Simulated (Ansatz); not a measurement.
A geometry of Si₂Mo away from equilibrium: the start of the relaxation of a relaxed Si2Mo cell displaced along its unstable phonon at q = Γ (41i cm⁻¹), largest move 0.15 Å. All values below come from PBEsol (plane waves to 420 eV, PAW, scalar-relativistic; Ansatz, a first-principles code). Γ-centred k-mesh 9×9×10 on the run's cell (coarser than for final values), Fermi–Dirac smearing 0.05 eV.

```xyz
6
Lattice="1.9768 -6.3286 0.0000 1.9768 6.3286 0.0000 0.0000 0.0000 3.2635" Properties=species:S:1:pos:R:3 pbc="T T T"
Si     2.1157    -5.4268     2.4477
Si     1.8380     5.4268     0.8159
Si     1.9469     3.3062     2.4477
Si     2.0067    -3.3062     0.8159
Mo     1.8268    -1.3418     2.4477
Mo     2.1268     1.3418     0.8159
```

Q: Give the Cartesian forces on all atoms (eV/Å).

A: 
```json
[
 {"atom": "Si1", "Fx": "0.02", "Fy": "-0.19", "Fz": "0.00"},
 {"atom": "Si2", "Fx": "-0.02", "Fy": "0.19", "Fz": "0.00"},
 {"atom": "Si3", "Fx": "-0.02", "Fy": "-0.10", "Fz": "0.00"},
 {"atom": "Si4", "Fx": "0.02", "Fy": "0.10", "Fz": "0.00"},
 {"atom": "Mo5", "Fx": "0.05", "Fy": "0.12", "Fz": "0.00"},
 {"atom": "Mo6", "Fx": "-0.05", "Fy": "-0.12", "Fz": "0.00"}
]
```

Q: What is the pressure?

A: +0.5 GPa, compression positive.

Q: How far above the relaxed end point is this geometry?

A: 0.04 eV/atom; the path ends in P2₁/m (No. 11).

No spin polarisation in the result.

The run could not lose the symmetry of its start: the end is stationary, and may be a saddle point rather than a minimum.

The end of the path is a generated cell of Si2Mo: the first start was made by placing the elements on the sites of a structure type, and the end was not matched to a known phase here, so it may be hypothetical. Known forms of Si2Mo include space group No. 139.
